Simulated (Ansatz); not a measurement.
ZnS:
Space group P6₃/mmc (No. 194); a = b = 3.565 Å, c = 5.816 Å, α = β = 90.00°, γ = 120.00°

```json
[
 {"atom": "Zn", "site": "2a", "symmetry": "-3m.", "x": "0.0000", "y": "0.0000", "z": "0.0000"},
 {"atom": "S", "site": "2c", "symmetry": "-6m2", "x": "0.3333", "y": "0.6667", "z": "0.2500"}
]
```

Relaxed with PBEsol.

Task: Decompose the optical modes at the zone centre into irreducible representations, and say which are infrared and Raman allowed.

Result: Point group 6/mmm: Γ_opt = A2u + B1g + B2u + E1u + E2g + E2u. Infrared: A2u, E1u. Raman: E2g.

Task: Assign frequencies (DFPT, DFT-PBEsol in the program Ansatz with PAW potentials; without the LO–TO term).

Result: E2u 60, A2u 76, E1u 153, E2g 191, B2u 215, B1g 292 cm⁻¹.

Subscripts of B labels follow the axes of the standard setting.

Space group P6_3/mmc (NiAs type). The start of the workflow was typed in or built on a structure type; neither database checked (COD, Materials Project) lists it. It is not the phase usual at ambient conditions (space group No. 186, 216). The cell was relaxed with PBEsol under the symmetry of its start; phonons show weakly imaginary modes.

Potentials: the earlier of the program's two PAW sets. The files were generated under PBE; for other functionals the program regenerates the frozen cores, and for LDA and PBEsol the local potential too.
